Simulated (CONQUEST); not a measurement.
Consider a self-consistent single point of CsSnI₃ (Pm-3m, 5 atoms in the cell; from Materials Project mp-614013, changed as shown).

```
CELL_PARAMETERS angstrom
      6.20732     0.00000     0.00000
      0.00000     6.20732     0.00000
      0.00000     0.00000     6.20732
ATOMIC_POSITIONS crystal
  Cs 0.50000 0.50000 0.50000
  Sn 0.00000 0.00000 0.00000
  I  0.50000 0.00000 0.00000
  I  0.00000 0.50000 0.00000
  I  0.00000 0.00000 0.50000
```

All values come from this method and carry its errors: PBE, numerical atomic orbitals double-zeta with polarisation (the shipped basis), PseudoDojo norm-conserving potentials made for PBE (CONQUEST 1.3).

CONQUEST settings:

basis: DZP
Diag.MPMeshX, Y, Z: 6 6 6
potentials: PseudoDojo norm-conserving PBE
Grid.GridCutoff: 175 Ha
DM.SolutionMethod: diagon
Diag.kT: 0.000735 Ha
Diag.GammaCentred: true
minE.SCTolerance: 1.0e-07
SC.MaxIters: 100
SC.LinearMixingFactor: 0.3
SC.KerkerPreCondition: true
SC.KerkerFactor: 0.1 1/bohr
AtomMove.TypeOfRun: static

Results:

Number of valence electrons: 44
Number of bands: 71
Number of k-points after the program's reduction: 154
Size of the basis: 71
Number of SCF iterations: 11
FFT grid: 72 × 72 × 72
Free energy E − TS: -3840.3145 eV
Top of the valence band (on the code's own zero): -4.39 eV
Gap on the k-point mesh: 0.30 eV
Pressure: 0.84 GPa

Gaps are taken between levels on the mesh.

For comparison: a first run was changed to give this one (lattice scaled by 0.98), and from it to this one the free energy rises by 6.0 meV/atom, the pressure goes from -0.13 to 0.84 GPa and the gap on the mesh goes from 0.551 to 0.298 eV.

Spin-orbit coupling is left out, which matters for bands and gaps with elements this heavy. The program uses no crystal symmetry, so grid and mesh can part values that symmetry would make equal. The atom-centred basis is finite, which shifts total energies, pressures and gaps against plane waves. The structure comes from a collection of computed structures, made at another level of theory; the collection holds predicted forms beside known ones. Its lattice was then scaled.

Cost on one core: very roughly 4 core-minutes.
